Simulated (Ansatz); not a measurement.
Mo:
Space group Im-3m (No. 229); a = b = c = 3.1440 Å, α = β = γ = 90.00°

| atom | site | symmetry | x | y | z |
|---|---|---|---|---|---|
| Mo | 2a | m-3m | 0.0000 | 0.0000 | 0.0000 |
(The calculation used a cell of 1 atom; values per cell refer to that cell.)

Relaxed with r²SCAN+D4.

Which orbitals make up the states near the Fermi level in r²SCAN+D4 (plane waves, PAW; program Ansatz)?

Within 0.5 eV of the Fermi level: Mo 4d 89 %, Mo 5s 5 %, outside the projected shells 5 %. Projections are on Löwdin-orthogonalised atomic valence shells; empty p or d shells of many metals are not among them.

Tabulate the density of states.

States/eV per cell of 1 atom, in 0.25 eV bins, energy from the Fermi level.

```
E (eV)  total  Mo 4d  Mo 5s  Mo 4p
------  -----  -----  -----  -----
-7.80    0.00   0.00   0.00   0.00
-7.55    0.02   0.00   0.02   0.00
-7.30    0.04   0.00   0.03   0.00
-7.05    0.05   0.00   0.04   0.00
-6.80    0.06   0.00   0.05   0.00
-6.55    0.08   0.00   0.06   0.00
-6.30    0.09   0.00   0.08   0.00
-6.05    0.11   0.01   0.09   0.00
-5.80    0.14   0.02   0.11   0.01
-5.55    0.45   0.29   0.14   0.01
-5.30    0.88   0.61   0.22   0.01
-5.05    1.01   0.75   0.22   0.01
-4.80    1.13   0.89   0.21   0.02
-4.55    1.38   1.15   0.19   0.02
-4.30    1.44   1.25   0.16   0.02
-4.05    1.15   1.02   0.10   0.02
-3.80    0.64   0.58   0.04   0.01
-3.55    1.26   1.23   0.01   0.01
-3.30    1.83   1.78   0.01   0.02
-3.05    1.69   1.64   0.01   0.02
-2.80    1.12   1.07   0.02   0.01
-2.55    0.94   0.88   0.04   0.01
-2.30    0.92   0.84   0.06   0.01
-2.05    1.43   1.26   0.11   0.02
-1.80    2.01   1.74   0.20   0.03
-1.55    1.17   1.01   0.11   0.02
-1.30    0.65   0.53   0.08   0.01
-1.05    0.54   0.43   0.07   0.01
-0.80    0.49   0.40   0.06   0.01
-0.55    0.47   0.39   0.05   0.01
-0.30    0.48   0.41   0.04   0.00
-0.05    0.53   0.46   0.03   0.00
0.20     0.72   0.66   0.03   0.00
0.45     0.87   0.80   0.03   0.00
0.70     0.95   0.88   0.02   0.00
0.95     1.03   0.97   0.02   0.00
1.20     1.21   1.17   0.02   0.00
1.45     1.24   1.21   0.01   0.00
1.70     1.26   1.23   0.01   0.00
1.95     1.43   1.40   0.01   0.00
2.20     1.31   1.28   0.01   0.00
2.45     1.74   1.69   0.03   0.00
2.70     2.30   2.20   0.07   0.00
2.95     1.04   0.93   0.08   0.00
3.20     0.82   0.71   0.08   0.00
3.45     0.71   0.59   0.09   0.00
3.70     0.65   0.53   0.09   0.00
3.95     0.62   0.50   0.09   0.00
4.20     0.49   0.37   0.09   0.00
4.45     0.36   0.24   0.09   0.00
4.70     0.29   0.16   0.10   0.00
```

The r²SCAN+D4 relaxation kept the symmetry of its start. No spin polarisation was allowed. The pairwise dispersion correction was not fitted to metals. Spin–orbit coupling is left out wherever it is not named.

Potentials: the earlier of the program's two PAW sets.
